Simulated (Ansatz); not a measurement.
## Tl₃CO₃F: ¹⁷O NMR of the central transition

Cell: a Materials Project structure (computed, not necessarily an observed phase), atoms as given.

```xyz
16
Lattice="7.6287 0.0000 0.0000 0.0000 6.2497 0.0000 -3.8101 0.0000 6.6282" Properties=species:S:1:pos:R:3 pbc="T T T"
Tl    0.3288    1.5624    3.8647
Tl   -0.3048    4.6873    1.6522
Tl    3.4897    4.6873    2.7635
Tl    4.1234    1.5624    4.9760
Tl    5.0618    1.5624    1.1030
Tl   -1.2433    4.6873    5.5252
C     1.8722    1.5624    1.1063
C     1.9463    4.6873    5.5219
O    -1.4209    1.5624    6.5365
O     0.5757    1.5624    1.2584
O     2.6506    1.5624    2.1531
O     5.2394    4.6873    0.0917
O     3.2428    4.6873    5.3698
O     1.1679    4.6873    4.4751
F    -1.9051    0.0000    3.3141
F    -1.9051    3.1249    3.3141
```

Sites (sets of like atoms) are named by element and the number of their first atom in this list.

Computed with Ansatz: DFT, PBE, plane waves and PAW, scalar-relativistic, 420 eV cutoff, Γ-centred 4×4×4 k-points, Fermi–Dirac smearing 0.02 eV.

¹⁷O has I = 5/2 and Q = -25.58 mb (Pyykkö 2018); at 28.2 T its Larmor frequency is ν₀ = 162.8 MHz. Only the quadrupole interaction is simulated: positions count from each site's isotropic chemical shift, and J coupling is left out, as are shift anisotropy and dipolar coupling, which fast spinning averages.

Question: What does the ¹⁷O spectrum (fast magic-angle spinning) show for each site?

Answer: 

| site | first shell | C_Q (MHz) | η | P_Q (MHz) | δ_QIS (ppm) | breadth (kHz) |
| --- | --- | --- | --- | --- | --- | --- |
| O9 | 1 C at 1.30 Å; also 5 Tl at 2.60–3.29 Å | -6.74 | 0.78 | 7.39 | -12.4 | 4.58 |
| O11 | 1 C at 1.30 Å; also 5 Tl at 2.63–3.29 Å | -6.73 | 0.78 | 7.38 | -12.3 | 4.57 |

δ_QIS = −(ν_Q²/30ν₀²)[I(I+1) − 3/4](1 + η²/3) × 10⁶ ppm with ν_Q = 3|C_Q|/[2I(2I−1)]; it falls as 1/B₀² in ppm, and the breadth as 1/B₀ in kHz.

The largest force is 0.3 eV/Å, so the atoms aren't at the calculated equilibrium and relaxing them would move these values.
